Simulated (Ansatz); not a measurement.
InGaSbAs:
```yaml
crystal:
  lattice:
    - [4.28371, 0.00000, 0.00000]
    - [0.00000, 4.32031, 0.00000]
    - [0.00000, 0.00000, 6.12921]
  atoms:
    - { symbol: In, position: [0.00000, 0.00000, 0.98248] }
    - { symbol: As, position: [0.00000, 0.50000, 0.73366] }
    - { symbol: Ga, position: [0.50000, 0.50000, 0.51646] }
    - { symbol: Sb, position: [0.50000, 0.00000, 0.27036] }
```

Relaxed with PBEsol. Special points in fractions of this cell's reciprocal vectors: Γ (0.000, 0.000, 0.000); X (0.500, 0.000, 0.000); S (0.500, 0.500, 0.000); Y (0.000, 0.500, 0.000); Z (0.000, 0.000, 0.500); U (0.500, 0.000, 0.500); R (0.500, 0.500, 0.500); T (0.000, 0.500, 0.500).

### Question
List the band energies nearest the Fermi level at these points for DFT-PBEsol in the program Ansatz with PAW potentials.

### Answer
In eV from the Fermi level; about four levels below and three above (degenerate sets whole), none deeper than 8.9 eV; points with the same levels are listed once.

```tsv
k	below	above
Γ	-2.66 -0.61 -0.22 -0.16	0.05 1.13 1.50
X	-3.26 -3.08 -1.46 -1.17	2.00 2.09 4.26
S	-2.75 -2.72 -2.45 -2.42	1.01 1.05 1.26
Y	-3.36 -3.01 -1.93 -0.55	1.20 3.06 4.14 4.15
Z	-2.29 -2.02 -1.43 -1.00	1.18 1.50 2.40
U	-1.40 -1.25 -1.21 -1.12	0.21 0.53 3.84
R	-3.37 -3.25 -3.17 -3.13	3.59 3.66 3.87
T	-1.28 -1.21 -0.41 -0.16	1.09 3.56 3.92
```

Space group Pmm2. The start of the workflow was typed in or built on a structure type; neither database checked (COD, Materials Project) lists it. Whether it is the stable phase at ambient conditions was not checked. The PBEsol relaxation kept the symmetry of its start; its stability against distortions is not shown here. The Fermi level of a semimetal is unsure by some 0.05 eV on such meshes. Scalar-relativistic: spin–orbit coupling is off unless named, which matters more the heavier the elements.

Potentials: the earlier of the program's two PAW sets. The files were generated under PBE; for other functionals the program regenerates the frozen cores, and for LDA and PBEsol the local potential too.
